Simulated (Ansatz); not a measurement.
**ZrRuSi: pressure against volume**

ZrRuSi, P-62m, a = 6.635 Å, c = 3.679 Å. The structure is a COD entry; whether it is the stable form wasn't checked. Ansatz: PBEsol, PAW, 420 eV, Γ-centred 6×6×10 mesh on 9 atoms, Gaussian smearing 0.10 eV; no spin polarisation. Shape and atoms are relaxed at each volume; pressure is positive in compression.

```tsv
V (Å³/atom)	P (GPa)
14.650	14.53
15.118	6.70
15.586	0.01
16.053	?
16.521	-10.59
```

Problem. Take V0 = 15.586 Å³/atom, count pressures from its P0 = 0.01 GPa, fit the third-order Birch–Murnaghan form to the other rows, and predict the missing pressure.

Solution. With the Eulerian strain f = ½[(V0/V)^(2/3) − 1] and y = (P − P0)/[3f(1 + 2f)^(5/2)], the form is the line y = B0 + 1.5 B0 (B0′ − 4) f. Rows (f, y): 0.02108, 207.1; 0.01027, 206.4; -0.01905, 204.4. Means f = 0.004100, y = 205.97; Σ(Δf)² = 0.0008623, ΣΔfΔy = 0.05819; the slope is their ratio. y = 205.7 + 67.48 f GPa, so B0 = 205.7 GPa and B0′ = 4 + 2 × (67.48)/(3 × 205.7) = 4.22. At V = 16.053, f = -0.00974, y = 205.04 and P = -5.69 GPa. The run gave -5.71 GPa, so the fit is 0.02 GPa too high, a small miss on the scale of the series.